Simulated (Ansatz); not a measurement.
ZrSi:
```cif
data_Si4Zr4
_chemical_formula_sum 'Zr4 Si4'
_space_group_name_H-M_alt 'Cmcm'
_space_group_IT_number 63
_space_group_name_Hall '-C 2c 2'
_cell_length_a 3.72946
_cell_length_b 9.88078
_cell_length_c 3.74268
_cell_angle_alpha 90.000
_cell_angle_beta 90.000
_cell_angle_gamma 90.000
loop_
_space_group_symop_operation_xyz
  'x, y, z'
  '-x, -y, -z'
  '-x, -y, z+1/2'
  'x, y, -z+1/2'
  'x, -y, -z'
  '-x, y, z'
  '-x, y, -z+1/2'
  'x, -y, z+1/2'
  'x+1/2, y+1/2, z'
  '-x+1/2, -y+1/2, -z'
  '-x+1/2, -y+1/2, z+1/2'
  'x+1/2, y+1/2, -z+1/2'
  'x+1/2, -y+1/2, -z'
  '-x+1/2, y+1/2, z'
  '-x+1/2, y+1/2, -z+1/2'
  'x+1/2, -y+1/2, z+1/2'
loop_
_atom_site_label
_atom_site_type_symbol
_atom_site_symmetry_multiplicity
_atom_site_Wyckoff_symbol
_atom_site_fract_x
_atom_site_fract_y
_atom_site_fract_z
_atom_site_occupancy
Zr1 Zr 4 c 0.00000 0.64528 0.25000 1
Si1 Si 4 c 0.00000 0.07852 0.75000 1
```
(The calculation used a cell of 4 atoms; values per cell refer to that cell.)

This is the PBEsol-relaxed structure.

**Question.** All from the program Ansatz at the PBEsol level (PAW), unless another level is named. Give the electronic character.

**Answer.** metallic (no gap).

**Question.** Give the density of states at the Fermi level.

**Answer.** 0.25 states/eV per atom (mean over ±0.08 eV).

**Question.** What about the formation energy from the elements (no fitted shifts)?

**Answer.** -1023 meV/atom.

The workflow started from a Materials Project entry (that database holds measured and hypothetical structures alike); the Crystallography Open Database files this formula in space group No. 63, but the cells were not matched. Its standing as an ambient phase is unchecked. The cell was relaxed with PBEsol under the symmetry of its start; its stability against distortions is not shown here. No spin polarisation was allowed. The references are the lowest solids computed at this level, not always the standard phases. Spin–orbit coupling is left out wherever it is not named.

Potentials: the later of the program's two PAW sets.
